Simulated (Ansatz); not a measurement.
AlAs (zinc blende)

```
CELL_PARAMETERS angstrom
      0.00000     2.86406     2.86406
      2.86406     0.00000     2.86406
      2.86406     2.86406     0.00000
ATOMIC_POSITIONS crystal
  As 0.75000 0.75000 0.75000
  Al 0.00000 0.00000 0.00000
```

The slice is a {110} plane (indices of the conventional cell) through the point (0.000, 0.000, 0.000) (fractional), spanned by u = [100] and v = [1 -1 -1] in vectors of this cell: u (4.05 Å) and v (5.73 Å, at 90° to u). It covers one period; positions are fractions (u, v).

The numbers are results of PBE (plane waves to 420 eV, PAW, scalar-relativistic; Ansatz, a program for electronic structure), not measurements. k mesh 10×10×10. Near the nuclei the fields are pseudised (PAW); where an atom keeps semicore shells as valence, they peak there. AlAs was relaxed with its symmetry unable to fall. The PAW data are Ansatz's earlier set.

Question: Around which element is the density of the highest valence band (whole band, smooth part) largest on this plane?

Answer: As. Mean over a disc round each atom, of radius 0.45 times the shortest bond: As 0.109, Al 0.034 e/Å³.

Question: What is the valence density on the shortest As–Al line in this plane (2.48 Å), at its midpoint?

Answer: 0.46 e/Å³.

Question: The ELF has a maximum in the middle third of the As–Al line. Where, and how high?

Answer: 0.92, 1.4 Å from As.

Question: Predict the map of the electrostatic potential energy of an electron, from the cell's mean on the slice.

Answer: 
```
|xxxxxxxxxx  --++##%%%%%%##++::  xxxxxxxx|
|xxxxxxxxxx  --**##%%%%%%##**--  xxxxxxxx|
|xxxxxxxx  ..==##%%%%%%%%%%##==..  xxxxxx|
|xxxxxx    ==**##%%%%@@%%%%##**==    xxxx|
|      ::==++##%%%%@@@@@@%%%%##++==::    |
|----==++**##%%%%%%@@@@@@%%%%%%##**++==--|
|******####%%%%%%@@@@@@@@@@%%%%%%####****|
|%%%%%%%%%%%%@@@@@@@@@@@@@@@@@@%%%%%%%%%%|
|%%%%@@@@@@@@@@@@@@@@@@@@@@@@@@@@@@@@@@%%|
|@@@@@@@@@@@@@@@@@@@@@@@@@@@@@@@@@@@@@@@@|
|@@@@@@@@@@@@@@@@@@%%%%%%@@@@@@@@@@@@@@@@|
|@@@@@@@@@@@@@@@@%%%%%%%%%%@@@@@@@@@@@@@@|
|@@@@@@@@@@@@@@%%%%%%%%%%%%%%@@@@@@@@@@@@|
|@@@@@@@@@@@@%%%%##########%%%%@@@@@@@@@@|
|@@@@@@@@@@%%##**++======++**##%%@@@@@@@@|
|@@@@@@@@%%##++--          --++##%%@@@@@@|
|@@@@@@%%##++::  xxxxxxxxxx  ::++##%%@@@@|
|@@@@@@%%**--  xxxxxxxxxxxxxx  --**%%@@@@|
|%%%%%%##++  xxxxxxxxxxxxxxxxxx  ++##%%%%|
|%%%%##**==  xxxxxxxxxxxxxxxxxx  ==**##%%|
|******++--  xxxxxxxxxxxxxxxxxx  --++****|
|----====--  xxxxxxxxxxxxxxxxxx  --====--|
|      ..::  xxxxxxxxxxxxxxxxxx  ::..    |
|xxxxxx        xxxxxxxxxxxxxx        xxxx|
|xxxxxxxx        xxxxxxxxxx        xxxxxx|
|xxxxxxxxxx  ::::          ::::  xxxxxxxx|
|xxxxxxxxxx  ::==============::  xxxxxxxx|
|xxxxxxxxxx  ::++**######**++::  xxxxxxxx|
```
Scale: ten equal steps from -3.00 (start of ' ') to 5.45 (end of '@'), in the order ' .:-=+*#%@'. Values: electrostatic potential energy of an electron, from the cell's mean, in eV. The map has 20 points along u (two characters each, u = 0 at the left) and 28 along v (v = 0 in the bottom row). Points within 1 Å of a nucleus are blanked (x), as the pseudised field means little there. Values under -3 eV are set to -3. The zero, the cell's mean, hangs on the PAW cores.
